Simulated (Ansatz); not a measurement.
FeS$_{2}$:
```yaml
crystal:
  lattice:
    - [5.32370, 0.00000, 0.00000]
    - [0.00000, 5.32370, 0.00000]
    - [0.00000, 0.00000, 5.32370]
  atoms:
    - { symbol: Fe, position: [0.00000, 0.00000, 0.00000] }
    - { symbol: Fe, position: [0.50000, 0.50000, 0.00000] }
    - { symbol: Fe, position: [0.00000, 0.50000, 0.50000] }
    - { symbol: Fe, position: [0.50000, 0.00000, 0.50000] }
    - { symbol: S, position: [0.38169, 0.38169, 0.38169] }
    - { symbol: S, position: [0.88169, 0.11831, 0.61831] }
    - { symbol: S, position: [0.61831, 0.88169, 0.11831] }
    - { symbol: S, position: [0.11831, 0.61831, 0.88169] }
    - { symbol: S, position: [0.61831, 0.61831, 0.61831] }
    - { symbol: S, position: [0.11831, 0.88169, 0.38169] }
    - { symbol: S, position: [0.38169, 0.11831, 0.88169] }
    - { symbol: S, position: [0.88169, 0.38169, 0.11831] }
```

Relaxed with PBEsol.

Map the electron localisation function on the plane through (0.000, 0.000, 0.000) spanned by u = [1, 0, 0] and v = [0, 1, 1] in lattice vectors, from the program Ansatz at the PBEsol level (PAW).

x is the fraction of u, y of v (the angle between them is 90°; rows are the nearest grid lines); atoms in the plane: Fe at (0.00, 0.00), Fe at (0.00, 0.50), S at (0.38, 0.38), S at (0.62, 0.62).
```
|@@#=:.=#%%#%%%%%%#%%#=.:=#@@|
|#*+-::=*****####**##*=::-+##|
|==-:.:-=+++++++++++++-::-===|
|..:---:................:::..|
|=*##*+-:.       .      ..:-=|
|+*###*=:.    ..::::.    .:-+|
|+*###*=:.  .-+#%%%#*+-. ..-+|
|=+***+-:. .-*%%%#+*#%#+-::-=|
|:-=++=-.  .=#%#+:.:*%%#=::::|
|::..:::.  .=##*:  .#@@%-.:::|
|#*+=::::::-=#%@%**%@@%=.:=##|
|@%#+:.-=+++*#%@@%%%@@#:.-*%@|
|@%*-.:#@@%%%@@%#*+++=-.:+#%@|
|##=:.=%@@%**%@%#=-::::::=+*#|
|:::.-%@@#.  :*##=.  .:::..::|
|::::=#%%*:.:+#%#=.  .-=++=-:|
|=-::-+#%#*+#%%%*-. .:-+***+=|
|+-.. .-+*#%%%#+-.  .:=*###*+|
|+-:.    .::::..    .:=*###*+|
|=-:..      .       .:-+*##*=|
|..:::................:---:..|
|===-::-+++++++++++++=-:.:-==|
|##+-::=*##**####*****=::-+*#|
|@@#=:.=#%%#%%%%%%#%%#=.:=#@@|
```
Scale: ten equal steps from 0.003 (start of ' ') to 0.900 (end of '@'), in the order ' .:-=+*#%@'; x runs from 0.000 to 1.00, y from 0.000 (bottom) to 1.00 (top).

The density is the valence pseudo-density with augmentation charge, so density and ELF within about 1 Å of a nucleus are not all-electron values.

Space group Pa-3. The cell was relaxed with PBEsol under the symmetry of its start. The workflow began spin-polarised and lost its moments.

Potentials: the later of the program's two PAW sets.
